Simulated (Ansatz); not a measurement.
KTlO2 in space group R-3m (No. 166; K on 3b, Tl on 3a, O on 6c), r²SCAN (plane waves, PAW; program Ansatz), all energies at zero smearing, with the estimated change up to a 700 eV cutoff added, with one set of potentials and settings (totals compare only within such a set). Cell of 4 atoms (1 K, 1 Tl, 2 O): -14137.766 eV.

| element | reference phase | E (eV/atom) |
|---|---|---|
| K | Im-3m, 1 atoms in the cell | -1542.4813 |
| Tl | P6_3/mmc, 2 atoms in the cell | -11458.5836 |
| O | C2/m, 4 atoms in the cell, spin-polarised | -566.0281 |

Formation energy per atom, worked out: (-14137.766 − 1×(-1542.4813) − 1×(-11458.5836) − 2×(-566.0281))/4 = -1.161 eV/atom (-112 kJ per mol of atoms), at 0 K, without zero-point energy or fitted corrections.

The workflow started from a Materials Project entry (that database holds measured and hypothetical structures alike); the Crystallography Open Database copy checked does not list it. Its standing as an ambient phase is unchecked. The r²SCAN relaxation kept the symmetry of its start; whether a distortion lowers the energy is not shown. The references are the lowest solids computed at this level, not always the standard phases (solids in place of the gases). Spin–orbit coupling is left out wherever it is not named.

Potentials: the later of the program's two PAW sets.
